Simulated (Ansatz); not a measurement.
# Computed properties of SbP

```
Sb P
1.0
     4.77909    0.00000    0.00000
    -2.38954    4.13881    0.00000
     0.00000    0.00000    5.86796
Sb P
2 2
Cartesian
  0.0000 2.7592 -0.1921
  2.3895 1.3796 2.7419
  0.0000 2.7592 2.3985
  2.3895 1.3796 5.3324
```

Atom numbers follow the list: Sb1, Sb2, P3, P4.

The cell was built from the wurtzite type and relaxed in the same program, and has space group P6_3mc; it needn't be a known or the stable phase.

Spin–orbit coupling is left out, though it moves levels of the heavy atoms by tenths of an eV or more.

Levels of theory: DFT, PBE, all-electron LAPW, scalar-relativistic (Ansatz 0.2.0); DFT, PBE, PAW with Ansatz's default frozen-core files, scalar-relativistic (Ansatz 0.2.0).

For LAPW: a Γ-centred 10×10×6 k mesh, Fermi–Dirac smearing of 0.05 eV, basis error target 0.5 meV/atom, no spin polarisation. PAW takes a cutoff of 420 eV at this cell. The Ansatz runs share mesh, smearing and spin set-up. Values come from LAPW unless marked.

| Property | Result |
| --- | --- |
| Bader charges (from the PAW run) | Sb1 +0.61, P3 -0.61 e |
| Pressure at this cell | 0.01 GPa |
| Volume per atom | 29.02 Å³ |

Problem. Predict this quantity. Löwdin charges (with 0.18 e of the cell spilling out of the atomic basis, so their sizes and signs hang on that basis).

Solution. Sb1 0.39, P3 -0.30 e.

Problem. Predict this quantity. Band gap.

Solution. None at this level of theory (metallic, semimetallic, or a small gap that the functional closes).

Problem. Give the computed value. Density of states at the Fermi level (0.2 eV bin).

Solution. 1.73 states/eV per cell.
